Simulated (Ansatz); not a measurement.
CuI:
```
CuI
1.0
    4.18958     0.00000     0.00000
   -2.09479     3.62829     0.00000
    0.00000     0.00000     9.72027
Cu I
3 3
Cartesian
  1.04697   1.81341   4.86014
  2.09564   0.00000   8.10023
 -1.04782   1.81488   1.62005
  1.04736   1.81407   0.00000
  2.09487   0.00000   3.24009
 -1.04744   1.81421   6.48018
```

Relaxed with r²SCAN+D4.

### Question
Give the Bader charges and basin volumes of the independent atoms, r²SCAN+D4 in the plane-wave PAW code Ansatz.

### Answer


```json
[
 {"atom": "Cu1", "Bader charge (e)": "+0.39", "Bader volume (Å³)": "15.8"},
 {"atom": "I4", "Bader charge (e)": "-0.39", "Bader volume (Å³)": "33.5"}
]
```

Space group P6_422. The start of the workflow was typed in or built on a structure type; neither database checked (COD, Materials Project) lists it. It is not the phase usual at ambient conditions (space group No. 216). The cell was relaxed with r²SCAN+D4 under the symmetry of its start; whether a distortion lowers the energy is not shown. The workflow began spin-polarised and lost its moments. The volume moved by -31 % from the start of the relaxation. Scalar-relativistic: spin–orbit coupling is off unless named, which matters more the heavier the elements.

Potentials: the earlier of the program's two PAW sets.
